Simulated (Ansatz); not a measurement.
## Slab of fcc Ni (110), 7 layers

The slab is cut from the fcc crystal, the stable phase, as relaxed on PAW files (10.89 Å³/atom), with 16 Å of vacuum and a dipole correction:

```yaml
crystal:
  lattice:
    - [2.48804, 0.00000, 0.00000]
    - [0.00000, 3.51862, 0.00000]
    - [0.00000, 0.00000, 23.46410]
  atoms:
    - { symbol: Ni, position: [0.00000, 0.00000, 0.34095] }
    - { symbol: Ni, position: [0.50000, 0.50000, 0.39396] }
    - { symbol: Ni, position: [0.00000, 0.00000, 0.44698] }
    - { symbol: Ni, position: [0.50000, 0.50000, 0.50000] }
    - { symbol: Ni, position: [0.00000, 0.00000, 0.55302] }
    - { symbol: Ni, position: [0.50000, 0.50000, 0.60604] }
    - { symbol: Ni, position: [0.00000, 0.00000, 0.65905] }
```

Level of theory: DFT with PBE, scalar-relativistic, in Ansatz 0.2.0; a Γ-centred 15×10×1 k mesh, Fermi–Dirac smearing of 0.05 eV, spin-polarised from start moments Ni1 1, Ni2 1, Ni3 1, Ni4 1, Ni5 1, Ni6 1, Ni7 1 μB. LAPW: all electrons, basis error target 1 meV/atom; PAW: frozen-core files, cutoff 420 eV.

The bulk energy comes from a cell in the slab's orientation on a 15×10×15 mesh. The surface energy is (E(slab) − N·E(bulk))/2A at zero smearing, the mean of both faces; thin slabs carry quantum-size effects.

Other magnetic orders may lie lower.

Question: As cut, the LAPW slab lies 2.616 eV above 7 atoms of bulk. What surface energy is that?

Answer: Over two faces of 8.75 Å² it is 149.4 meV/Å², and times 16.02 J/m² per eV/Å² that gives γ = 2.394 J/m².

Question: What do relaxation and the other method give, and what work function comes out?

Answer: 

```csv
method,γ as cut (J/m²),γ relaxed (J/m²),Φ as cut (eV),Φ relaxed (eV)
LAPW,2.394,2.322,4.54,4.56
PAW,2.394,2.322,4.54,4.56
```

Question: How do the spacings between the planes relax (positions relaxed on PAW files)?

Answer: From the bottom face up: d12 -10.6 % of 1.244 Å, d23 +3.8 % of 1.244 Å, d34 -0.7 % of 1.244 Å, d45 -0.7 % of 1.244 Å, d56 +3.8 % of 1.244 Å, d67 -10.6 % of 1.244 Å.

Question: How do the moments vary through the slab?

Answer: Ni1 0.79, Ni2 0.71, Ni3 0.69, Ni4 0.67, Ni5 0.69, Ni6 0.71, Ni7 0.79 μB in the LAPW spheres; the bulk has Ni 0.67 μB.
